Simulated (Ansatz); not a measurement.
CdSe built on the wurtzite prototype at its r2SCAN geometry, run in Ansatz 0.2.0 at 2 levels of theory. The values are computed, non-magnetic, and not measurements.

The PBE+SOC input:
```yaml
crystal:
  lattice:
    - [4.340723666, 0.0, 0.0]
    - [-2.170361833, 3.7591769656, 0.0]
    - [0.0, 0.0, 7.0766459791]
  atoms:
    - { symbol: Cd, position: [0.3333333333, 0.6666666667, -0.0004760039] }
    - { symbol: Cd, position: [0.6666666667, 0.3333333333, 0.4995239961] }
    - { symbol: Se, position: [0.3333333333, 0.6666666667, 0.3754760039] }
    - { symbol: Se, position: [0.6666666667, 0.3333333333, 0.8754760039] }
kpoints:
  mp_grid: { grid: [12, 12, 4] }
  band_path:
    path:
      - [0.0, 0.0, 0.0]
      - [0.5, 0.0, 0.0]
      - [0.3333333333, 0.3333333333, 0.0]
      - [0.0, 0.0, 0.5]
      - [0.5, 0.0, 0.5]
      - [0.3333333333, 0.3333333333, 0.5]
    npoints: 1
hamiltonian:
  xc: pbe
scf:
  occupations: { method: fermi_dirac, width: 0.02 }
  n_extra_bands: 10
magnetization:
  noncollinear: true
  spin_orbit: true
output:
  forces: true
  stress: true
  eigenvalues: true
  write_density: true
  write_potential: true
  elf: true
  volumetric_format: npy
```

Main results, then, where recorded, the levels near the gap in eV from the Fermi energy (columns number the bands from 0), one row a point of the path (Γ, M, K, A, L, H):
```
Crystal: 4 atoms, lattice volume = 115.474 Å³
Symmetry: 12 space group operations + 12 with time reversal
Magnetic group: BNS 186.204 (UNI 1434)
```
```
Basis set: ecut = 420 eV, 2273 PW (Γ)
k-points: 57 of 576 (time reversal used)
SCF converged after 9 iterations
Free energy (F): -27455.280902 eV
Fermi energy:    7.479996 eV
--- Forces (eV/Å), atoms counted from 1 ---
  atom   1  Cd      0.00000      0.00000      0.00092
  atom   2  Cd      0.00000      0.00000      0.00092
  atom   3  Se      0.00000      0.00000    -0.00093
  atom   4  Se      0.00000      0.00000    -0.00093
--- Stress (GPa, compression-positive) ---
        1.389562       0.000000       0.000000
        0.000000       1.389562       0.000000
        0.000000       0.000000       1.464531
  P = ⅓ Tr σ = 1.4146 GPa (14.146 kbar)
```
```tsv
band_64	band_65	band_66	band_67	band_68	band_69	band_70	band_71	band_72	band_73	band_74	band_75	band_76	band_77
-0.984	-0.984	-0.629	-0.629	-0.276	-0.276	-0.251	-0.251	0.243	0.243	1.804	1.804	5.284	5.284
-2.917	-2.917	-2.143	-2.143	-1.654	-1.654	-1.075	-1.075	2.783	2.783	2.974	2.974	4.413	4.413
-3.291	-3.291	-2.205	-2.185	-2.185	-2.153	-1.933	-1.933	3.918	3.918	4.141	4.325	4.370	4.370
-0.872	-0.872	-0.872	-0.872	-0.633	-0.633	-0.633	-0.633	1.952	1.952	1.952	1.952	5.419	5.419
-1.748	-1.748	-1.748	-1.748	-1.582	-1.582	-1.582	-1.582	2.558	2.558	2.558	2.558	4.481	4.481
-2.750	-2.750	-2.655	-2.655	-1.467	-1.467	-1.409	-1.409	3.314	3.314	3.387	3.387	5.386	5.386
```

The PBE+SOC gap is direct at Γ: 0.49 eV.

Q: In the first input these blocks are replaced (the band path and keys that only write files left aside):
```yaml
kpoints:
  mp_grid: { grid: [6, 6, 4] }
hamiltonian:
  xc: hse06
scf:
  occupations: { method: fixed }
  n_extra_bands: 5
```
(magnetization left out)
What comes out?

A:
```
Basis set: ecut = 420 eV, 2273 PW (Γ)
k-points: 21 of 144 (time reversal used)
Exchange kernel: α = 0.2500, screened, ω = 0.2079 Å⁻¹, Wigner–Seitz truncation, v(0) = 1046.8874 eV·Å³, q-mesh 6×6×4
hybrid outer 1: dexx = +2.116e-2 eV, tail = 1.31e-4 eV
hybrid outer 2: dexx = +9.636e-7 eV, tail = 6.64e-8 eV, Δε = 3.13e-3 eV, ΔF = 8.63e-4 eV/Å
hybrid SCF converged: 2 outer / 12 inner (+3 warm-up)
Free energy (F): -27460.275218 eV
Fermi energy:    6.535422 eV
--- Forces (eV/Å), atoms counted from 1 ---
  atom   1  Cd      0.00000      0.00000    -0.00121
  atom   2  Cd      0.00000      0.00000    -0.00121
  atom   3  Se      0.00000      0.00000      0.00119
  atom   4  Se      0.00000      0.00000      0.00119
--- Stress (GPa, compression-positive) ---
        0.245480       0.000000       0.000000
        0.000000       0.245480       0.000000
        0.000000       0.000000       0.241109
  P = ⅓ Tr σ = 0.2440 GPa (2.440 kbar)
```
```tsv
band_32	band_33	band_34	band_35	band_36	band_37	band_38
-0.783	-0.041	0.000	0.000	1.544	3.138	6.887
-2.719	-1.898	-1.347	-0.775	4.168	4.250	5.652
-3.124	-1.920	-1.920	-1.729	5.096	5.834	5.834
-0.408	-0.408	-0.408	-0.408	3.283	3.283	6.822
-1.382	-1.382	-1.377	-1.377	3.851	3.851	5.811
-2.496	-2.496	-1.142	-1.142	4.737	4.737	6.712
```
HSE06 gives a direct gap of 1.54 eV at Γ. The mean stress, +0.2 GPa, is small, and the program warns that its thresholds are loose for a hybrid's stress.

Small level splittings and stresses of the hybrids carry the error of their coarser meshes.

Totals of different functionals, or with and without spin-orbit coupling, can't be compared.

Only the levels marked +SOC include spin-orbit coupling.
